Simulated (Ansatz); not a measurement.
Method: Ansatz 0.2.0, DFT PBE, scalar-relativistic, plane waves, PAW. Settings: cutoff 420 eV, Γ-centred meshes spaced at most about 0.3 Å⁻¹, and about 0.25 Å⁻¹ or finer for metals (2π included), Gaussian smearing. No spin polarisation in the final relaxations.

All energies are static (0 K, no zero-point motion).

Compare these two cells of Li3S2, each relaxed at this level.

A.

```
Li S
1.0
     7.77999    0.00000    0.00000
    -3.88999    6.73767    0.00000
     0.00000    0.00000    3.11831
Li S
3 2
Direct
  0.50000 0.00000 0.50000
  0.00000 0.50000 0.50000
  0.50000 0.50000 0.50000
  0.33333 0.66667 0.50000
  0.66667 0.33333 0.50000
```

B.

```
Li S
1.0
     2.03894    1.17718    5.88533
    -2.03894    1.17718    5.88533
     0.00000   -2.35436    5.88533
Li S
3 2
Cartesian
  0.0000 0.0000 10.3471
  0.0000 0.0000 7.3089
  0.0000 0.0000 0.0000
  0.0000 0.0000 4.5741
  0.0000 0.0000 13.0819
```

Question: Which form is favoured at zero pressure, and by what margin per atom?

Answer: B is lower, by 154 meV/atom. A has space group P6/mmm (No. 191), 32.7 Å³/atom and no gap on its mesh; B has space group R-3m (No. 166), 17.0 Å³/atom and no gap. Counting S atoms around Li (those within 1.25 times the shortest such distance or 1.15 times the sum of covalent radii, 1.27 where that leaves under three; a plus sign parts nearer from farther groups; a slash parts the counts of unlike sites), A has Li 2 and B has Li 3+1/6. The denser one is the lower, and pressure would at first widen the difference. In A, around Li lie 2 S at 2.25 Å; around S lie 3 Li at 2.25 Å. In B, Li on a site of symmetry 3m is surrounded by 3 S at 2.36 Å, 1 S at 2.73 Å, 3 Li at 2.75 Å and 1 Li at 3.04 Å; Li on a site of symmetry -3m has 6 S at 2.69 Å and 6 Li at 2.75 Å; around S lie 3 Li at 2.36 Å and 4 Li at 2.69–2.73 Å. Both come from invented guesses. A third cell relaxed alike, in Cmmm, lies 65 meV/atom below the lower of the two.

In P6/mmm, R-3m an odd number of electrons in the primitive cell allows no gap without spin; a larger cell or a magnetic state could open one. A magnetic state wasn't ruled out in cells without spin, among them R-3m. Cells relaxed within their symmetry can be saddle points.
